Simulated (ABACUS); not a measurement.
Consider a self-consistent single point of Ge2Mo (P1, 6 atoms in the cell; from Materials Project mp-10201, changed as shown).

```xyz
6
Lattice="3.2890 0.0000 0.0000 0.0000 3.2890 0.0000 0.0000 0.0000 8.1094" Properties=species:S:1:pos:R:3 pbc="T T T"
Ge     1.6847     1.6258     1.3637
Ge    -0.0445     0.0125     2.7844
Ge     0.0079    -0.0062     5.3853
Ge     1.6430     1.6615     6.7624
Mo     0.0287    -0.0505    -0.0165
Mo     1.6136     1.6903     3.9944
```

All values come from this method and carry its errors: LDA (PW92), numerical atomic orbitals SZP (confined pseudo-atomic orbitals with Gaussian additions; energy shift 0.01 Ry), PseudoDojo 0.4 standard norm-conserving LDA (tails mended) pseudopotentials (ABACUS).

ABACUS settings:

* **basis**: SZP numerical atomic orbitals, energy shift 0.01 Ry
* **KPT**: Gamma 12 12 4 0 0 0
* **basis_type**: lcao
* **dft_functional**: PWLDA
* **ecutwfc**: 100 Ry
* **smearing_method**: fd
* **smearing_sigma**: 0.00734986 Ry
* **potentials**: PseudoDojo 0.4 standard norm-conserving LDA (tails mended)
* **symmetry**: 1
* **symmetry_prec**: 1e-05
* **ks_solver**: genelpa
* **scf_nmax**: 100
* **scf_thr**: 1.0e-06
* **mixing_type**: pulay
* **mixing_beta**: 0.7

Results:

```
Item                                                      Result
------------------------------------------------  --------------
Number of valence electrons                                   84
Number of bands                                               52
Number of k-points after the program's reduction             292
Size of the basis                                            124
Number of SCF iterations                                      11
Free energy E − TS                                -13541.9483 eV
Fermi level (on the code's own zero)                    18.43 eV
Pressure                                                3.81 GPa
Largest force (vector length)                         1.324 eV/Å
```

Forces (eV/Å):
| atom | Fx | Fy | Fz |
|---|---|---|---|
| Ge1 | -0.328 | 0.042 | -0.968 |
| Ge2 | 0.387 | 0.047 | -0.703 |
| Ge3 | -0.151 | 0.203 | -0.211 |
| Ge4 | 0.156 | -0.336 | 0.589 |
| Mo5 | -0.257 | 0.604 | 0.110 |
| Mo6 | 0.193 | -0.562 | 1.184 |

Stress (GPa, positive for compression):
```
 2.42  -0.14  -0.04
-0.14   2.42  -0.16
-0.04  -0.16   6.58
```

For comparison: a first run was changed to give this one (atoms moved at random), and from it to this one the free energy rises by 23.4 meV/atom, the pressure goes from 3.39 to 3.81 GPa and the largest force goes from under 0.1 to 1.32 eV/Å.

The atom-centred basis is finite, which shifts total energies, pressures and forces against plane waves. Forces above 1 eV/Å remain at this geometry, of which the finite basis can carry a part. A single-zeta basis is rough, for pressures and forces above all. The structure comes from a collection of computed structures, made at another level of theory; the collection holds predicted forms beside known ones. Its lattice was then scaled.

Cost on one core: very roughly 90 core-seconds.

The atomic orbitals were generated for these runs; they are not ABACUS's published sets and were checked against plane waves on a few crystals only.

“Tails mended”: in these copies of the files the far tail of each local potential was reset to the Coulomb form.
